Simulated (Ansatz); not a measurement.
Hg:
```
CELL_PARAMETERS angstrom
      2.89159     0.00000     0.00000
      0.00000     5.15372     0.00000
     -0.00102     0.00000     3.11883
ATOMIC_POSITIONS crystal
  Hg 0.00034 0.25000 0.75003
  Hg 0.99966 0.75000 0.24997
```

Relaxed with LDA. Special points in fractions of this cell's reciprocal vectors: Γ (0.000, 0.000, 0.000); Z (0.000, 0.500, 0.000); D (0.000, 0.500, 0.500); B (0.000, 0.000, 0.500); A (-0.500, 0.000, 0.500); E (-0.500, 0.500, 0.500); C2 (-0.500, 0.500, 0.000); Y2 (-0.500, 0.000, 0.000).

**Question.** List the band energies nearest the Fermi level at these points for LDA (plane waves, PAW; program Ansatz).

**Answer.** In eV from the Fermi level; about four levels below and three above (degenerate sets whole), none deeper than 8.9 eV; … stands for higher levels left out; points with the same levels are listed once.

| k | below | above |
|---|---|---|
| Γ | -5.83 -5.63 -1.71 -1.36 | 7.56 10.16 12.82 |
| Z | -6.27 -6.27 -5.98 -5.98 | 6.82 6.82 9.97 9.97 |
| D | -1.96 -1.96 -1.90 -1.90 | 8.73 8.73 … |
| B | -6.20 -6.20 -3.61 -3.61 | 2.27 2.27 4.47 4.47 |
| A | -6.70 -6.70 -5.42 -5.42 | 0.30 0.30 2.24 2.24 |
| E | -5.67 -5.67 -5.24 -5.24 | 1.53 1.53 2.09 2.09 |
| C2 | -1.98 -1.98 -0.16 -0.16 | 11.35 11.35 … |
| Y2 | -5.56 -5.21 -2.60 -2.38 | 1.78 2.54 2.79 |

Space group Cmmm. The first step of the workflow began from a Materials Project structure, measured or hypothetical; the Crystallography Open Database copy checked does not list it. It is not the usual solid phase (space group No. 166). The cell keeps a stress of up to 0.3 GPa. The LDA relaxation kept the symmetry of its start; its stability against distortions is not shown here. The substance is a gas or liquid at ambient conditions. Point labels and valley counts follow the cell and symmetry of the run, lower than the named group. Scalar-relativistic: spin–orbit coupling is off unless named, which matters more the heavier the elements.

Potentials: the later of the program's two PAW sets.
